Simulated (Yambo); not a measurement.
BSE-type run in Yambo on FeSi (space group P2_13, No. 198), at zero momentum.

Quantum ESPRESSO step (PBEsol, PseudoDojo standard norm-conserving files, scalar-relativistic):
```
&CONTROL
  calculation = 'nscf'
  pseudo_dir = './pseudo'
  outdir = './out'
/
&SYSTEM
  ibrav = 0
  nat = 8
  ntyp = 2
  ecutwfc = 90.0
  ecutrho = 360.0
  occupations = 'fixed'
  force_symmorphic = .true.
  nbnd = 75
/
&ELECTRONS
  conv_thr = 8e-09
  diago_full_acc = .true.
  diago_thr_init = 1e-08
/
ATOMIC_SPECIES
Si 28.0850 Si.upf
Fe 55.8450 Fe.upf
CELL_PARAMETERS angstrom
  4.402210000000   0.000000000000   0.000000000000
  0.000000000000   4.402210000000   0.000000000000
  0.000000000000   0.000000000000   4.402210000000
ATOMIC_POSITIONS crystal
Si   0.158700000000   0.341300000000   0.658700000000
Si   0.341300000000   0.658700000000   0.158700000000
Si   0.658700000000   0.158700000000   0.341300000000
Si   0.841300000000   0.841300000000   0.841300000000
Fe   0.863090000000   0.636910000000   0.363090000000
Fe   0.636910000000   0.363090000000   0.863090000000
Fe   0.363090000000   0.863090000000   0.636910000000
Fe   0.136910000000   0.136910000000   0.136910000000
K_POINTS automatic
6 6 6 0 0 0
```

Yambo input:
```
rim_cut
optics
bse
bss
dipoles
RandQpts= 1000000
RandGvec= 1 Ry
FFTGvecs= 40 Ry
BSKmod= "HARTREE"
BSEmod= "resonant"
BSSmod= "hs"
BSENGexx= 15 Ry
% KfnQP_E
 0.111 | 1.0 | 1.0 |
%
% BSEQptR
 1 | 1 |
%
% BSEBands
 30 | 46 |
%
% BEnRange
 0.0 | 5.3 | eV
%
% BDmRange
 0.15 | 0.15 | eV
%
BEnSteps= 106
% BLongDir
 1.0 | 0.0 | 0.0 |
%
BSHayTrs= -0.02
BSSNEig= 24
WRbsWF
```

From the report:

The dimension is k points × valence × conduction bands = 216 × 11 × 6 = 14256.
```
  [SLEPC] Approach                          : Krylov-Schur
  [SLEPC] Number of requested eigenvalues   :  24
  [SLEPC] Number of eigenvalues        [NEV]:  24
   [K] Dimension                                    :  14256
   [K] Bands                                        :   30   46
   [K] Exchange res                                 : yes
   [K] Correlation res                              : no
   [K] W interaction is bare                        : no
   [K] RL vectors exchange                          :   619
```

Geometry of the Materials Project entry, not relaxed at this level.

The runs are not spin-polarised; magnetic order was not tried.
